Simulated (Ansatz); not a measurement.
Crystals of one structure type (CdI2 type), relaxed and computed with plane-wave PAW PBE+D3(BJ) (Ansatz code).

| crystal | a (Å) | V (Å³/atom) | highest Γ mode, no LO–TO term (cm⁻¹) | G_Hill (GPa) | Θ_D (K) | B₀ by P(V) fit (GPa) |
|---|---|---|---|---|---|---|
| TiSe2 | 3.482 | 20.53 | 312 | 30.6 | 283 | 39.4 |
| ZrSe2 | 3.736 | 24.31 | 250 | 26.1 | 244 | 31.5 |
| SnSe2 | 3.841 | 25.58 | 240 | 19.6 | 203 | 27.9 |
| PtSe2 | 3.773 | 19.80 | 215 | 43.5 | 256 | 54.6 |

All cells were relaxed under the symmetry of their starts (and spin orders); stability against distortions was not tested throughout. Rows with no word on spin ran without spin polarisation. Spin–orbit coupling is left out wherever it is not named.

Potentials: the later of the program's two PAW sets.
